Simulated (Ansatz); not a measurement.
YSiPt:
```xyz
12
Lattice="7.0133 0.0000 0.0000 0.0000 4.2713 0.0000 0.0000 0.0000 7.4587" Properties=species:S:1:pos:R:3 pbc="T T T"
Y      6.9934     1.0678     5.2329
Y      0.0199     3.2035     2.2258
Y      3.5265     3.2035     1.5035
Y      3.4868     1.0678     5.9552
Si     2.1947     1.0678     3.0731
Si     4.8185     3.2035     4.3857
Si     1.3119     3.2035     6.8024
Si     5.7013     1.0678     0.6563
Pt     1.3982     1.0678     0.6295
Pt     5.6151     3.2035     6.8292
Pt     2.1084     3.2035     4.3589
Pt     4.9048     1.0678     3.0998
```

Relaxed with r²SCAN. Special points in fractions of this cell's reciprocal vectors: Γ (0.000, 0.000, 0.000); X (0.500, 0.000, 0.000); S (0.500, 0.500, 0.000); Y (0.000, 0.500, 0.000); Z (0.000, 0.000, 0.500); U (0.500, 0.000, 0.500); R (0.500, 0.500, 0.500); T (0.000, 0.500, 0.500).

Task: List the band energies nearest the Fermi level at these points for r²SCAN in the plane-wave PAW code Ansatz.

Result: In eV from the Fermi level; about four levels below and three above (degenerate sets whole), none deeper than 8.9 eV; points with the same levels are listed once.

| k | below | above |
|---|---|---|
| Γ | -1.36 -1.00 -0.96 -0.57 | 0.09 0.91 1.22 |
| X | -1.60 -1.60 -1.14 -1.14 | 0.52 0.52 0.78 0.78 |
| S | -0.25 -0.25 -0.25 -0.25 | 1.12 1.12 1.12 1.12 |
| Y | -1.06 -1.06 -0.50 -0.50 | 1.70 1.70 1.81 1.81 |
| Z | -0.81 -0.81 -0.75 -0.75 | 0.10 0.10 0.42 0.42 |
| U | -1.14 -1.14 -0.82 -0.82 | 0.35 0.35 0.94 0.94 |
| R | -0.14 -0.14 -0.14 -0.14 | 1.32 1.32 1.32 1.32 |
| T | -1.01 -1.01 -0.61 -0.61 | 1.26 1.26 1.86 1.86 |

Space group Pnma. The first step of the workflow began from a Materials Project structure, measured or hypothetical; the Crystallography Open Database copy checked does not list it. With Si and Pt taken as one species the cell has the higher symmetry Imma, so it may be an ordered model of a mixed-site phase. Its standing as an ambient phase is unchecked. Symmetry was held in the r²SCAN relaxation; whether a distortion lowers the energy is not shown. No spin polarisation was allowed. Spin–orbit coupling is left out wherever it is not named.

Potentials: the earlier of the program's two PAW sets.
